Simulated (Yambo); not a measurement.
B (space group R-3m, No. 166), G0W0@LDA in Yambo with this input:

```
rim_cut
gw0
dyson
el_el_corr
HF_and_locXC
ppa
em1d
RandQpts= 1000000
RandGvec= 1 Ry
EXXRLvcs= 76 Ry
VXCRLvcs= 304 Ry
Chimod= "HARTREE"
% BndsRnXp
 1 | 127 |
%
NGsBlkXp= 7 Ry
% LongDrXp
 1.0 | 1.0 | 1.0 |
%
PPAPntXp= 27.2114 eV
% GbndRnge
 1 | 127 |
%
GTermKind= "BG"
DysSolver= "n"
ExtendOut
```

On a 4×4×4 mesh, with wavefunctions cut at 76 Ry, the gap (Z → Γ) is 2.014 eV and the valence edge shifts by -0.145 eV.

Question: What happens with this change: no terminator?

Answer: The gap falls by 0.037 eV, to 1.977 eV; the shift of the valence edge becomes 0.059 eV. Neither run is shown to be the converged limit.

Geometry of the Materials Project entry, not relaxed at this level; primitive cell a = 5.0425 Å, b = 5.0425 Å, c = 5.0425 Å, α = 58.12°, β = 58.12°, γ = 58.12°.

A shift is the quasiparticle energy of the state minus its LDA energy.
